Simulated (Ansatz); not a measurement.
AlSi3C3N: computed property card

AlSi3C3N:
```yaml
crystal:
  lattice:
    - [3.10727, 0.00000, 0.00000]
    - [-1.55363, 2.69097, 0.00000]
    - [0.00000, 0.00000, 10.05520]
  atoms:
    - { symbol: Al, position: [0.33333, 0.66667, 0.98465] }
    - { symbol: N, position: [0.33333, 0.66667, 0.19792] }
    - { symbol: Si, position: [0.66667, 0.33333, 0.25291] }
    - { symbol: C, position: [0.66667, 0.33333, 0.43540] }
    - { symbol: Si, position: [0.33333, 0.66667, 0.50402] }
    - { symbol: C, position: [0.33333, 0.66667, 0.68711] }
    - { symbol: Si, position: [0.66667, 0.33333, 0.75616] }
    - { symbol: C, position: [0.66667, 0.33333, 0.93631] }
```

Space group P3m1 (No. 156); conventional cell a = b = 3.107 Å, c = 10.055 Å, α = β = 90.00°, γ = 120.00°.

Method: DFT-r²SCAN in the program Ansatz with PAW potentials. Geometry: relaxed at this level of theory. Other levels are named where they apply.

### Cell and energy

```json
{
  "volume_per_atom": "10.51 Å³",
  "density": "3.19 g/cm³",
  "Formation energy from the elements (no fitted shifts)": "-0.30 eV/atom"
}
```

### Electronic structure

```json
{
  "electronic_character": "metallic (no gap)",
  "Density of states at the Fermi level": "0.09 states/eV per atom (mean over ±0.08 eV)"
}
```

### Charges

```json
{
  "bader_charges": "Al +2.42, N -2.38, Si +2.84 to +2.96, C -3.00 to -2.84 e"
}
```

The start of the workflow was typed in or built on a structure type; neither database checked (COD, Materials Project) lists it. Whether it is the stable phase at ambient conditions was not checked. The r²SCAN relaxation kept the symmetry of its start; whether a distortion lowers the energy is not shown. The references are the lowest solids computed at this level, not always the standard phases (solids in place of the gases).

Potentials: the earlier of the program's two PAW sets.
